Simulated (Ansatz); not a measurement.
TeW: which magnetic state is lowest?

The calculation used Ansatz 0.2.0, DFT PBEsol, scalar-relativistic, plane waves, PAW.

```yaml
crystal:
  lattice:
    - [0.00000, 3.02418, 3.02418]
    - [3.02418, 0.00000, 3.02418]
    - [3.02418, 3.02418, 0.00000]
  atoms:
    - { symbol: W, position: [0.00000, 0.00000, 0.00000] }
    - { symbol: Te, position: [0.25000, 0.25000, 0.25000] }
```

```
plane-wave cutoff                               : 420 eV
Γ-centred k-mesh                                : 12×12×12
occupation rule                                 : Gaussian smearing, 0.1 eV
list of starting moments (μB, in atom order)    : 1 0
check for lower electronic states after the SCF : off
```

Each order was relaxed in cell and atoms. A propagation vector, in units of the reciprocal vectors, doubles the cell, which takes an equally dense mesh. Spin–orbit coupling is left out, which for heavy magnetic ions can matter as much as these differences. Site moments are spin moments in atom-centred spheres that scale with the neighbour distance. The states are those that the runs reached from these starts; a lower one can exist.

Question: Order the starts by the energy of the state that they reach, lowest first.
A. no spin
B. antiferromagnetic, doubled cell, propagation vector (0, 1/2, 1/2)
C. ferromagnetic

Answer: C (0.00 meV/atom), B (17.7 meV/atom), A (37.5 meV/atom).

| start | ends | energy above lowest (meV/atom) | site moments (μB) | gap on mesh (eV) | volume (Å³/atom) |
| --- | --- | --- | --- | --- | --- |
| no spin | non-magnetic | 37.5 | none over 0.05 | metal | 27.36 |
| ferromagnetic | ferromagnetic | 0.00 | W +0.90 | metal | 27.66 |
| antiferromagnetic, doubled cell, propagation vector (0, 1/2, 1/2) | antiferromagnetic | 17.7 | W +0.77, W -0.77 | metal | 27.63 |

Cost: 3 runs of about 4.9 core-minutes in all, on Arm Neoverse V2 (shared hosts).